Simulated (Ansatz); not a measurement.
## Ta₄O (P4/mmm), two-dimensional strain map

All numbers below come from DFT PBEsol, scalar-relativistic, plane waves, PAW (Ansatz). The runs took a 420 eV cutoff, a Γ-centred 14×14×8 mesh and Gaussian smearing (0.15 eV). Spin–orbit coupling is left out, which can shift energies with elements as heavy as these. No spin polarisation. Energies are free energies at this smearing, counted from the undisturbed cell; pressure is positive in compression.

Zero of the scan (relaxed at this level; with this scan's settings it stands at 0.1 GPa; it needn't be the usual structure):

```
CELL_PARAMETERS angstrom
3.21094 0.00000 0.00000
0.00000 3.21094 0.00000
0.00000 0.00000 7.34198
ATOMIC_POSITIONS crystal
Ta 0.00000 0.00000 0.50000
Ta 0.50000 0.50000 0.78278
Ta 0.50000 0.50000 0.21722
Ta 0.00000 0.00000 0.00000
O 0.50000 0.50000 0.50000
```

The cell is strained by p along both x and y and by q along z, fractional coordinates fixed. Points are written (p, q).

Energy above the undisturbed cell in meV/atom (a dash: not computed):

```csv
p \ q,-0.030,-0.015,0.000,0.015,0.030
-0.030,100.7,67.4,45.9,34.6,31.7
-0.015,48.9,24.2,11.1,–,13.0
0.000,22.1,5.3,0.0,4.4,16.9
0.015,17.1,–,9.8,–,40.5
0.030,31.0,29.0,37.7,55.6,81.3
```

Pressure in GPa:

```
 p \ q  -0.030  -0.015  0.000  0.015  0.030
-0.030    26.3    20.7   15.6   11.1    7.1
-0.015    17.1    11.9    7.3      –   -0.5
 0.000     9.2     4.4    0.1   -3.7   -7.0
 0.015     2.3       –   -6.0      –  -12.5
 0.030    -3.6    -7.6  -11.3  -14.4  -17.2
```